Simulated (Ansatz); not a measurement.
**⁴⁷Ti nuclear quadrupole resonance in Ti at a changed volume**

Cell: a COD entry, relaxed with PBE at fixed cell and then changed (volume scaled by 0.98, ions relaxed).

```yaml
crystal:
  lattice:
    - [2.93020, 0.00000, 0.00000]
    - [-1.46510, 2.53763, 0.00000]
    - [0.00000, 0.00000, 4.65455]
  atoms:
    - { symbol: Ti, position: [0.33333, 0.66667, 0.25000] }
    - { symbol: Ti, position: [0.66667, 0.33333, 0.75000] }
```

Sites (sets of like atoms) are named by element and the number of their first atom in this list.

Computed with Ansatz: DFT, PBE, plane waves and PAW, scalar-relativistic, 420 eV cutoff, Γ-centred 18×18×10 k-points, Fermi–Dirac smearing 0.05 eV.

⁴⁷Ti: I = 5/2, Q = 302.0 mb (year-2017 value). Static lattice, zero field.

Q: The simulated lines lie at 2.14, 4.27 MHz. What are |C_Q|, η and |V_zz| at Ti?

A: For I = 5/2 and η = 0 the lines are 3|C_Q|/20 and twice that; η pulls their ratio below 2. Here |C_Q| = 14.2 MHz, η = 0.00 and |V_zz| = 1.95 × 10²¹ V/m². The calculation gives V_zz positive; the lines don't show the sign. The site has 12 Ti at 2.88–2.93 Å.

An axis of threefold or higher order runs through Ti, so V_zz lies along it and η is zero.

With no gap above 0.1 eV, as in a metal, the gradients converge slowly in k; expect changes of a tenth or more on a denser mesh.

The relaxation (1 step) took 3.3 s of wall time (3.2 s of CPU time) and 0.48 GiB at its peak, on 1 thread of AMD EPYC 9R45 (Zen 5) (x86_64; 16 cores open to the job, memory cap 3.0 GiB, no GPU), a shared host with a load of 0.4 a core.
